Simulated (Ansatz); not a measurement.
The start is a relaxed Si2Mo cell, doubled along one cell vector, shaken by Gaussian noise of σ = 0.08 Å a coordinate. Cell shape, volume and atoms are optimised at zero target pressure with PBE (plane waves to 420 eV, PAW, scalar-relativistic; Ansatz, a quantum-chemistry and plane-wave program). First-step values are on the input's coarse k-mesh.

Ansatz input (later rounds restart from its end on a renewed k-mesh):
Ansatz 0.2 input:
```yaml
crystal:
  lattice:
    - [0, 8.0567354016, 8.7626869396]
    - [2.3037389247, 0, 4.3813434698]
    - [2.3037389247, 4.0283677008, 0]
  atoms:
    - { symbol: Si, position: [0.3367526469, 0.3339148246, 0.6573180964] }
    - { symbol: Si, position: [0.8083945795, 0.3738166866, 0.6695635638] }
    - { symbol: Si, position: [0.177915716, 0.6690477352, 0.3408358425] }
    - { symbol: Si, position: [0.6799759783, 0.6367916897, 0.3185857598] }
    - { symbol: Si, position: [0.2987667955, 0.9154485033, 0.621994853] }
    - { symbol: Si, position: [0.8011065148, 0.8675502915, 0.5960316211] }
    - { symbol: Si, position: [0.4550773977, 0.6003166204, 0.9503029553] }
    - { symbol: Si, position: [0.9659004242, 0.576718032, 0.9020656349] }
    - { symbol: Mo, position: [0.01157776, -0.0193122254, -0.0433730209] }
    - { symbol: Mo, position: [0.4968008537, 0.0173562703, -0.0054297919] }
    - { symbol: Mo, position: [0.1310332824, 0.2140259315, 0.2642382974] }
    - { symbol: Mo, position: [0.6150274158, 0.2855390476, 0.2375018277] }
basis: { ecutwfc: 420, ecutrho_ratio: 4, xc_grid: 2, fft_grid_basis: typed }
kpoints: { mp_grid: { grid: [3, 6, 6] } }
hamiltonian:
  xc: pbe
  dispersion: none
  pseudopotentials: { azcp: { folder: ./paw }, kind: paw }
scf: { occupations: { method: fermi_dirac, width: 0.05 } }
relax: { f_tol: 0.01, max_steps: 100, cell: { stress_tol: 0.02 } }
output: { forces: true, stress: true }
```

### Question
How large is the pressure on the unrelaxed cell, and of which sign?

### Answer
+5 GPa (positive: the cell is compressed).

### Question
Does it find its way back to the structure it was made from?

### Answer
It relaxes back to the parent, Fddd (No. 70).

### Question
What band gap does the relaxed structure have at this level?

### Answer
No gap (metallic).

It ends as:

Space group Fddd, origin choice 1 (No. 70); a = 4.6076 Å, b = 8.0576 Å, c = 8.7616 Å, α = β = γ = 90.00°

| atom | site | symmetry | x | y | z |
|---|---|---|---|---|---|
| Si | 16f | .2. | 0.0000 | 0.1634 | 0.0000 |
| Mo | 8b | 222 | 0.5000 | 0.5000 | 0.5000 |
(The calculation used a cell of 6 atoms; values per cell refer to that cell.)

Final values are on a 13×13×13 k-mesh of the relaxed cell. No spin polarisation in the result.

The relaxed structure here is a generated cell of Si2Mo: the first start was made by placing the elements on the sites of a structure type, and the end was not matched to a known phase here, so it may be hypothetical. Known forms of Si2Mo include space group No. 139.
